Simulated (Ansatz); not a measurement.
Space group R-3m:H (No. 166). a = 4.686 Å, b = 4.686 Å, c = 24.828 Å, α = 90.00°, β = 90.00°, γ = 120.00°
```json
{"atom": "Sr", "site": "3a", "symmetry": "-3m", "x": "0.0000", "y": "0.0000", "z": "0.0000"}
{"atom": "Ag", "site": "6c", "symmetry": "3m", "x": "0.3333", "y": "0.6667", "z": "0.8091"}
{"atom": "Ag", "site": "6c", "symmetry": "3m", "x": "0.6667", "y": "0.3333", "z": "0.7699"}
{"atom": "Sb", "site": "6c", "symmetry": "3m", "x": "0.3333", "y": "0.6667", "z": "0.9220"}
```

Equation of state of this SrAg₄Sb₂ structure (not necessarily the ground state), with shape and atoms relaxed at each volume where symmetry leaves them free. It has no gap at any of these volumes. The calculation used DFT PBEsol, scalar-relativistic, plane waves, PAW in Ansatz.

Settings: cutoff 420 eV, Γ-centred mesh 12×12×12 on the computed 7-atom cell, Gaussian smearing of 0.10 eV; no spin polarisation.

```csv
V (Å³/atom),E − E(largest V) (meV/atom),P (GPa)
19.786,42.42,10.33
20.461,6.03,7.04
21.135,-17.68,4.28
21.810,-30.69,1.95
22.484,-34.73,0.00
23.159,-31.17,-1.66
23.833,-21.28,-3.03
24.733,0.00,-4.52
```

Fit a third-order Birch–Murnaghan equation to E(V).

V0 = 22.49 Å³/atom, B0 = 60 GPa, B0' = 4.8.

Spin-orbit coupling is left out, which matters for the bands of heavy elements.